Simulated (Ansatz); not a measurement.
Geometry optimisation in Ansatz: input, command and trajectory.

```yaml
crystal:
  lattice:
    - [2.6957836979, 2.7488901607, 5.4896987849]
    - [-2.7478533215, -2.6956253455, 5.4891011891]
    - [8.2935750537, -5.5723362328, 2.6790153682]
  atoms:
    - { symbol: S, position: [0.5702776599, 0.8967608862, 0.5783233204] }
    - { symbol: S, position: [0.4780616716, 0.3754612158, 0.7943139737] }
    - { symbol: S, position: [0.0010481146, 0.8972051993, 0.7939002962] }
    - { symbol: S, position: [0.3680839289, 0.8847905027, 0.0146727105] }
    - { symbol: S, position: [0.7703619936, 0.8752588363, 0.2023134351] }
    - { symbol: S, position: [0.6926974724, 0.3597259159, 0.3902465608] }
    - { symbol: S, position: [0.1622022025, 0.9003445793, 0.3998204497] }
    - { symbol: S, position: [0.0859982791, 0.350194078, 0.5968812358] }
    - { symbol: S, position: [0.8756543752, 0.3702076423, 0.0101231095] }
    - { symbol: S, position: [0.2673997263, 0.3464314918, 0.2046976098] }
    - { symbol: Cu, position: [0.207563321, 0.9984053454, 0.5918366408] }
    - { symbol: Cu, position: [0.3955105807, 0.9898964473, 0.2076109102] }
    - { symbol: Cu, position: [0.8045137756, 0.0025404166, 0.3923866251] }
    - { symbol: Zn, position: [0.9990355118, 0.0001195151, 0.0073486667] }
    - { symbol: Zn, position: [0.8992739255, 0.5020853798, 0.2020008884] }
    - { symbol: Ag, position: [0.0895984414, 0.508454419, 0.8027895666] }
    - { symbol: Ag, position: [0.6045087223, 0.9895589833, 0.7981004429] }
    - { symbol: Ag, position: [0.2952986253, 0.5096220997, 0.3994888801] }
    - { symbol: Ag, position: [0.703482755, 0.510940474, 0.5953472729] }
    - { symbol: Ag, position: [0.4829797585, 0.4951382881, 0.0076246887] }
  symmetry: { detect: false }
basis:
  ecutwfc: 420
kpoints:
  mp_grid: { grid: [4, 3, 2] }
hamiltonian:
  xc: pbe
scf:
  occupations: { method: gaussian, width: 0.1 }
  lower_state_search: "off"
output:
  forces: true
  stress: true
  eigenvalues: true
relax:
  adjacent_minimum: "off"
  f_tol: 0.04
  max_steps: 25
  cell: { stress_tol: 0.3 }
```

```bash
ansatz run input.yaml --threads 4 --pin off --max-ram 9216MiB --backend cpu --events-out ev --progress --plain --runs-dir out
```

Level of theory: Ansatz 0.2.0, DFT PBE, scalar-relativistic, plane waves, PAW.

Of 4 frames 4 are shown, positions in Å and forces in eV/Å; the SCF threshold varies from step to step. Steps run on the plane waves of an earlier cell, with a Pulay correction in the pressure. The basis is chosen afresh for the last frame, the zero of the energies, and can be on the way; energy and pressure step there, also at an unchanged geometry.

```xyz
20
Lattice="2.6958 2.7489 5.4897 -2.7479 -2.6956 5.4891 8.2936 -5.5723 2.6790" Properties=species:S:1:pos:R:3:forces:R:3 pbc="T T T" step=1 free_energy_over_end_meV_per_atom=1.71 pressure_GPa=0.03
S     3.8695   -4.0723    9.6024   -0.0350    0.0260    0.0610
S     6.8447   -4.1241    6.8133   -0.0120   -0.0620    0.0380
S     4.1217   -6.8395    7.0575   -0.0340    0.0980   -0.0330
S    -1.3173   -1.4550    6.9167    0.0140   -0.0600    0.0050
S     1.3495   -1.3691    9.5754    0.0350   -0.0630   -0.0250
S     4.1154   -1.2401    6.8227   -0.0110   -0.0400   -0.0260
S     1.2792   -4.2091    6.9036    0.0230    0.0050   -0.0140
S     4.2198   -4.0336    3.9934   -0.0150   -0.0370    0.0870
S     1.4273    1.3527    6.8663    0.0050    0.0220   -0.0070
S     1.4666   -1.3394    3.9179    0.0000   -0.0310    0.0620
Cu    2.7245   -5.4187    8.2053    0.0530   -0.0100   -0.0270
Cu    0.0680   -2.7381    8.1611   -0.0150    0.0000    0.0080
Cu    5.4161    0.0182    5.4817    0.0210    0.0400   -0.0380
Zn    2.7538    2.7050    5.5047    0.0050    0.0080    0.0140
Zn    2.7199   -0.0070    8.2339   -0.0130    0.0140   -0.0190
Ag    5.5024   -5.5977    5.4335   -0.0320   -0.0090    0.0060
Ag    5.5296   -5.4530   10.8885    0.0390    0.0370   -0.0190
Ag    2.7089   -2.7881    5.4887    0.0080   -0.0070   -0.0260
Ag    5.4300   -2.7610    8.2615    0.0100    0.0060   -0.0110
Ag    0.0047   -0.0495    5.3897   -0.0450    0.0640   -0.0340
20
Lattice="2.7109 2.7545 5.4936 -2.7625 -2.7280 5.5061 8.2441 -5.5229 2.6976" Properties=species:S:1:pos:R:3:forces:R:3 pbc="T T T" step=2 free_energy_over_end_meV_per_atom=0.53 pressure_GPa=-0.02
S     3.8403   -4.0666    9.6308   -0.0050    0.0150    0.0140
S     6.8040   -4.0937    6.8313    0.0070   -0.0310    0.0100
S     4.0723   -6.8193    7.0762   -0.0330    0.0510   -0.0150
S    -1.3246   -1.4912    6.9267    0.0140   -0.0270   -0.0010
S     1.3452   -1.3881    9.5797    0.0100   -0.0340   -0.0060
S     4.1062   -1.2298    6.8250    0.0020   -0.0300   -0.0220
S     1.2543   -4.2196    6.9226    0.0040    0.0070   -0.0140
S     4.1903   -4.0140    4.0123   -0.0060   -0.0190    0.0280
S     1.4386    1.3526    6.8632   -0.0030    0.0100   -0.0120
S     1.4509   -1.3452    3.9320    0.0010   -0.0160    0.0300
Cu    2.6838   -5.4199    8.2475    0.0420   -0.0120   -0.0070
Cu    0.0407   -2.7687    8.1954   -0.0100   -0.0040    0.0040
Cu    5.4080    0.0480    5.4967    0.0180    0.0270   -0.0230
Zn    2.7693    2.7093    5.5055    0.0040    0.0060    0.0080
Zn    2.7147   -0.0062    8.2478   -0.0090    0.0070   -0.0070
Ag    5.4548   -5.5724    5.4625   -0.0170   -0.0080    0.0140
Ag    5.4864   -5.4436   10.9316    0.0230    0.0150   -0.0040
Ag    2.6829   -2.7854    5.5138    0.0010   -0.0070   -0.0080
Ag    5.4020   -2.7385    8.2946   -0.0040    0.0100    0.0150
Ag   -0.0063   -0.0583    5.4095   -0.0400    0.0380   -0.0030
20
Lattice="2.7280 2.7592 5.5098 -2.7698 -2.7621 5.5321 8.1727 -5.4589 2.7296" Properties=species:S:1:pos:R:3:forces:R:3 pbc="T T T" step=3 free_energy_over_end_meV_per_atom=-0.01 pressure_GPa=0.01
S     3.8211   -4.0518    9.6748   -0.0080   -0.0060   -0.0190
S     6.7510   -4.0434    6.8645    0.0010   -0.0080   -0.0070
S     4.0083   -6.7925    7.1146    0.0020    0.0040    0.0020
S    -1.3246   -1.5374    6.9502    0.0010   -0.0050   -0.0040
S     1.3397   -1.4111    9.6028   -0.0030   -0.0040    0.0030
S     4.0975   -1.2159    6.8326    0.0010   -0.0120    0.0060
S     1.2281   -4.2269    6.9551   -0.0100    0.0060    0.0030
S     4.1604   -3.9828    4.0414    0.0010    0.0020   -0.0110
S     1.4462    1.3485    6.8728    0.0000   -0.0050    0.0010
S     1.4213   -1.3530    3.9605    0.0050   -0.0050   -0.0110
Cu    2.6458   -5.4080    8.3107    0.0130    0.0000    0.0100
Cu    0.0112   -2.8075    8.2530    0.0000   -0.0010   -0.0030
Cu    5.4017    0.0851    5.5198    0.0030    0.0100    0.0000
Zn    2.7837    2.7097    5.5222    0.0040   -0.0010   -0.0010
Zn    2.7067   -0.0095    8.2756   -0.0010    0.0020    0.0020
Ag    5.3914   -5.5350    5.5188    0.0030    0.0010    0.0070
Ag    5.4429   -5.4242   11.0014    0.0080   -0.0050    0.0030
Ag    2.6517   -2.7802    5.5519   -0.0040    0.0040    0.0050
Ag    5.3702   -2.6948    8.3537   -0.0040    0.0160    0.0100
Ag   -0.0296   -0.0639    5.4472   -0.0110    0.0060    0.0050
20
Lattice="2.7280 2.7592 5.5098 -2.7698 -2.7621 5.5321 8.1727 -5.4589 2.7296" Properties=species:S:1:pos:R:3:forces:R:3 pbc="T T T" step=4 free_energy_over_end_meV_per_atom=0.00 pressure_GPa=0.01
S     3.8211   -4.0518    9.6748   -0.0080   -0.0060   -0.0190
S     6.7510   -4.0434    6.8645    0.0010   -0.0080   -0.0080
S     4.0083   -6.7925    7.1146    0.0020    0.0040    0.0010
S    -1.3246   -1.5374    6.9502    0.0010   -0.0050   -0.0040
S     1.3397   -1.4111    9.6028   -0.0030   -0.0040    0.0030
S     4.0975   -1.2159    6.8326    0.0010   -0.0130    0.0060
S     1.2281   -4.2269    6.9551   -0.0100    0.0060    0.0030
S     4.1604   -3.9828    4.0414    0.0010    0.0020   -0.0110
S     1.4462    1.3485    6.8728    0.0000   -0.0040    0.0010
S     1.4213   -1.3530    3.9605    0.0050   -0.0050   -0.0110
Cu    2.6458   -5.4080    8.3107    0.0130    0.0000    0.0100
Cu    0.0112   -2.8075    8.2530    0.0000   -0.0010   -0.0020
Cu    5.4017    0.0851    5.5198    0.0030    0.0100    0.0010
Zn    2.7837    2.7097    5.5222    0.0040   -0.0010   -0.0010
Zn    2.7067   -0.0095    8.2756   -0.0010    0.0020    0.0020
Ag    5.3914   -5.5350    5.5188    0.0030    0.0010    0.0070
Ag    5.4429   -5.4242   11.0014    0.0080   -0.0050    0.0030
Ag    2.6517   -2.7802    5.5519   -0.0040    0.0040    0.0050
Ag    5.3702   -2.6948    8.3537   -0.0040    0.0160    0.0100
Ag   -0.0296   -0.0639    5.4472   -0.0110    0.0060    0.0050
```

The run took 65 s on 4 threads of Intel(R) Xeon(R) 6975P-C (Granite Rapids) (shared host), peak memory 1.9 GiB.

The k mesh is coarse.